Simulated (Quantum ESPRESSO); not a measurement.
Inputs of pw.x and gipaw.x (a modified build of Quantum ESPRESSO, PBE) for MgF₂; the starting potential comes from an earlier run on another mesh:

```
&CONTROL
  calculation = 'scf'
  prefix = 'x'
  pseudo_dir = './pseudo'
  outdir = './out'
  tprnfor = .true.
/
&SYSTEM
  ibrav = 0
  nat = 6
  ntyp = 2
  ecutwfc = 45
  ecutrho = 180
  occupations = 'fixed'
  nbnd = 24
/
&ELECTRONS
  conv_thr = 1e-11
  startingpot = 'file'
/
ATOMIC_SPECIES
Mg 24.305 Mg.GGA_PBE-JTH.UPF
F 18.998 F.GGA_PBE-JTH.UPF
CELL_PARAMETERS angstrom
    4.569048000000     0.000000000000     0.000000000000
    0.000000000000     4.569048000000     0.000000000000
    0.000000000000     0.000000000000     3.108735600000
ATOMIC_POSITIONS crystal
Mg     0.500000000000     0.500000000000     0.500000000000
Mg     0.000000000000     0.000000000000    -0.000000000000
F      0.696442850700     0.696442850700    -0.000000000000
F      0.303557149300     0.303557149300    -0.000000000000
F      0.803557149300     0.196442850700     0.500000000000
F      0.196442850700     0.803557149300     0.500000000000
K_POINTS automatic
3 3 5 1 1 1
```

```
&INPUTGIPAW
  job = 'nmr'
  prefix = 'x'
  tmp_dir = './out/'
  restart_mode = 'from_scratch'
  pawproj(1) = .true.
  pawproj(2) = .true.
  use_nmr_macroscopic_shape = .false.
/
```

The cell was made here from a computed Materials Project entry: strained by +2 % along the unique axis and by -1 % across it, atoms relaxed (PBE without dispersion, pw.x of Quantum ESPRESSO, symmetry kept). The parent is MgF2 in P4₂/mnm. Stability against distortions was not tested.

Task: What does gipaw.x print for the total shieldings?

Result: 
```
     Total NMR chemical shifts in ppm: ---------------------------------------
     (adopting the Simpson convention for anisotropy and asymmetry)-----------

     Atom  1  Mg  pos: (  0.500000  0.500000  0.340195)  Total sigma:         557.39
           555.0013         -7.6831          0.0000
            -7.6831        555.0013         -0.0000
             0.0000          0.0000        562.1744

     Mg      1    anisotropy:    -15.11    eta:    0.0506

     Atom  2  Mg  pos: (  0.000000  0.000000  0.000000)  Total sigma:         557.39
           555.0013          7.6831          0.0000
             7.6831        555.0013         -0.0000
            -0.0000          0.0000        562.1744

     Mg      2    anisotropy:    -15.11    eta:    0.0506

     Atom  3  F   pos: (  0.696443  0.696443  0.000000)  Total sigma:         353.65
           354.3334         18.5670         -0.0000
            18.5670        354.3334         -0.0000
             0.0000          0.0000        352.2975

     F       3    anisotropy:     28.87    eta:    0.8590

     Atom  4  F   pos: (  0.303557  0.303557  0.000000)  Total sigma:         353.65
           354.3334         18.5670         -0.0000
            18.5670        354.3334         -0.0000
            -0.0000         -0.0000        352.2975

     F       4    anisotropy:     28.87    eta:    0.8590

     Atom  5  F   pos: (  0.803557  0.196443  0.340195)  Total sigma:         353.65
           354.3334        -18.5670          0.0000
           -18.5670        354.3334          0.0000
             0.0000          0.0000        352.2975

     F       5    anisotropy:     28.87    eta:    0.8590

     Atom  6  F   pos: (  0.196443  0.803557  0.340195)  Total sigma:         353.65
           354.3334        -18.5670          0.0000
           -18.5670        354.3334          0.0000
             0.0000          0.0000        352.2975

     F       6    anisotropy:     28.87    eta:    0.8590
```
The printed anisotropy is 3/2 (σ_33 − σ_iso) in the program's own order; the axes are left out here. Anisotropies that symmetry doesn't fix are less certain than the isotropic values. These are absolute shieldings with no macroscopic susceptibility term; δ = σ_ref − σ needs a reference computed alike. By our sweeps, such settings leave a few ppm in absolute σ. No d partial waves on Mg: the paramagnetic term there is incompletely reconstructed. The structure is static (0 K, no zero-point motion).
